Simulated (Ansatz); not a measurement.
# Data sheet: NbRh (DFT)

NbRh:
```xyz
2
Lattice="2.8487 0.0000 0.0000 0.0000 2.8487 0.0000 0.0000 0.0000 3.8521" Properties=species:S:1:pos:R:3 pbc="T T T"
Nb     0.0000     0.0000     0.0000
Rh     1.4243     1.4243     1.9260
```

Space group P4/mmm (No. 123), L1₀ or tetragonal B2; conventional cell a = 2.8487 Å, b = 2.8487 Å, c = 3.8521 Å, α = 90.00°, β = 90.00°, γ = 90.00°.

Method: DFT-r²SCAN in the program Ansatz with PAW potentials. Structure relaxed to zero pressure with the same functional. Other levels are named where they apply.

Cell and energy:

- Volume per atom = 15.63 Å³
- Density = 10.40 g/cm³
- Formation energy from the elements (no fitted shifts) = -44 kJ/mol of atoms

Electronic structure:

Electronic character: metallic (no gap)
Density of states at the Fermi level: 0.79 states/eV per atom (mean over ±0.08 eV)

The first step of the workflow began from a Materials Project structure, measured or hypothetical; the Crystallography Open Database files this formula in space group No. 123, but the cells were not matched. Whether it is the stable phase at ambient conditions was not checked. The r²SCAN relaxation kept the symmetry of its start; its stability against distortions is not shown here. No spin polarisation was allowed. Axis ratios of metals converge slowly with the k-mesh, so a and c are less sure than the volume. The references are the lowest solids computed at this level, not always the standard phases. Spin–orbit coupling is left out wherever it is not named.

Potentials: the later of the program's two PAW sets.
